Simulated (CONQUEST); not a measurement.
Input and output of a self-consistent single point for SnO (Pmm2, 4 atoms in the cell; from Materials Project mp-2097, changed as shown) (CONQUEST).

All values come from this method and carry its errors: PBE, numerical atomic orbitals double-zeta with polarisation (the shipped basis), PseudoDojo norm-conserving potentials made for PBE (CONQUEST 1.3).

The change in words: atom 4 moved by -0.04 angstrom along z. Reference geometry (P4/nmm):
```xyz
4
Lattice="3.8137 0.0000 0.0000 0.0000 3.8137 0.0000 0.0000 0.0000 4.8869" Properties=species:S:1:pos:R:3 pbc="T T T"
Sn     0.0000     1.9068     1.1502
Sn     1.9068     0.0000     3.7367
O      1.9068     1.9068     0.0000
O      0.0000     0.0000     0.0000
```

Reference input (self-consistent single point, DFT, PBE, numerical atomic orbitals double-zeta with polarisation (the shipped basis), PseudoDojo norm-conserving potentials made for PBE): basis = DZP; Diag.MPMeshX, Y, Z = 8 8 6; potentials = PseudoDojo norm-conserving PBE; Grid.GridCutoff = 140 Ha; DM.SolutionMethod = diagon; Diag.kT = 0.001837 Ha; Diag.GammaCentred = true; minE.SCTolerance = 1.0e-06; SC.MaxIters = 100; SC.LinearMixingFactor = 0.3; AtomMove.TypeOfRun = static. This run's input differs from it in these lines:

```diff
@@ -35,3 +35,3 @@
     3.603424261     3.603424261     0.000000000  2 T T T
-    0.000000000     0.000000000     0.000000000  2 T T T
+    0.000000000     0.000000000     9.159333663  2 T T T
```

Output, abridged:

```
    PulayMixSC: Starting Pulay mixing, A_up =  0.300 A_dn =  0.300
    PulayMixSC: Spin non-polarised calculation.
          Harris-Foulkes Energy            :      -190.784624028102542 Ha
          Free Energy (E-TS)               :      -190.784624051923572 Ha
    PulayMixSC: Pulay iteration     1 residual:              0.69171E-02
          Harris-Foulkes Energy            :      -190.673453406789918 Ha
          Free Energy (E-TS)               :      -190.673502142480373 Ha
    PulayMixSC: Pulay iteration     2 residual:              0.18957E-02
          Harris-Foulkes Energy            :      -190.668979391270113 Ha
   [... lines left out ...]
          Free Energy (E-TS)               :      -190.667086403854256 Ha
    PulayMixSC: Pulay iteration     7 residual:              0.38388E-05
          Harris-Foulkes Energy            :      -190.667052374633386 Ha
          Free Energy (E-TS)               :      -190.667086260422138 Ha
    PulayMixSC: Pulay iteration     8 residual:              0.20143E-05
          Harris-Foulkes Energy            :      -190.667052175534252 Ha
          Free Energy (E-TS)               :      -190.667086051494550 Ha
    PulayMixSC: Pulay iteration     9 residual:              0.98657E-06
    PulayMixSC: Reached SCF tolerance of  0.98657E-06 after      9 iterations
      | Number of electrons      =        40.000020
      | GS Energy as E-(1/2)TS   =      -190.667069113514401 Ha
      | Free Energy as E-TS      =      -190.667086051494550 Ha
      |* Harris-Foulkes energy   =      -190.667052175534252 Ha
      |* DFT total energy        =      -190.667052172910019 Ha

    force: Forces on atoms (Ha/a0)
    force:  Atom   X              Y              Z
    force:     1   0.0000000000  -0.0000000011   0.0127998201
    force:     2  -0.0000000011   0.0000000000  -0.0190055515
    force:     3  -0.0000000004  -0.0000000004   0.0000826417
    force:     4   0.0000000000   0.0000000000   0.0061887160

    force: Maximum force :        0.01900555(Ha/a0) on atom         2 in z direction
    force: Force Residual:        0.01186753 Ha/a0
    force: Total stress:         -8.07682765    -6.44885926    -5.34232239 GPa
    force: Average pressure:      6.62266977 GPa

    get_E_and_F: Change in energy during last step of electronic optimisation:  0.19910E-06
```

The run converged in 9 iterations. CONQUEST prints the stress tensor with tension positive. Against the reference run the free energy goes up by 1.7 meV/atom, the pressure moves little (6.59 to 6.62 GPa), the largest force goes from 0.810 to 0.977 eV/Å and the gap on the mesh moves little (0.158 to 0.156 eV).

The program uses no crystal symmetry, so grid and mesh can part values that symmetry would make equal. The atom-centred basis is finite, which shifts total energies, pressures, gaps and forces against plane waves. The structure comes from a collection of computed structures, made at another level of theory; the collection holds predicted forms beside known ones.

Cost on one core: about 90 core-seconds (a rough figure).
